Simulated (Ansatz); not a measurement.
Starting cell, SiO2 (rutile):

```yaml
crystal:
  lattice:
    - [4.23616, 0.00000, 0.00000]
    - [0.00000, 4.23616, 0.00000]
    - [0.00000, 0.00000, 2.69045]
  atoms:
    - { symbol: Si, position: [0.50000, 0.50000, 0.50000] }
    - { symbol: Si, position: [0.00000, 0.00000, 0.00000] }
    - { symbol: O, position: [0.80699, 0.80699, 0.50000] }
    - { symbol: O, position: [0.30699, 0.69301, 0.00000] }
    - { symbol: O, position: [0.69301, 0.30699, 0.00000] }
    - { symbol: O, position: [0.19301, 0.19301, 0.50000] }
```

In this cell atom 3 (O, nearest neighbour Si at 1.774 Å; its periodic images, 2.7 Å or more away, move with it) is moved by s along Cartesian [110], unit vector (0.707, 0.707, 0.000); all other atoms and the cell stay fixed.

Calculation: PBE (plane waves to 420 eV, PAW, scalar-relativistic; Ansatz, a first-principles code). k mesh 6×6×10 (Γ-centred), Fermi-Dirac smearing 0.05 eV. Energies are smeared free energies. SiO2 was relaxed with its symmetry unable to fall. ΔE is measured from the undisplaced structure.

| s (Å) | ΔE (meV/cell) |
|---|---|
| -0.350 | 2146 |
| -0.280 | withheld |
| -0.210 | 695 |
| -0.140 | 300 |
| -0.070 | 74 |
| 0.000 | 0 |
| 0.070 | 73 |
| 0.140 | 296 |
| 0.210 | 675 |
| 0.280 | 1222 |
| 0.350 | 1951 |

Task: Fit a polynomial form (powers 2, 3, 4) to the given rows and predict ΔE at s = -0.280.

Result: Least squares on the 10 given rows: ΔE = (14970)·s² + (-2172)·s³ + (14360)·s⁴, in meV/cell with s in Å; root-mean-square residual 6.0 meV/cell. At -0.280 the fit gives 1310 meV/cell; the calculation gives 1292 meV/cell, so the interpolation is off by 18 (+1.4 %). The quadratic term alone would give 1174 meV/cell.

(For displaced atoms, the force is minus the slope of the energy, and its curvature is a force constant, which sets phonon frequencies.)
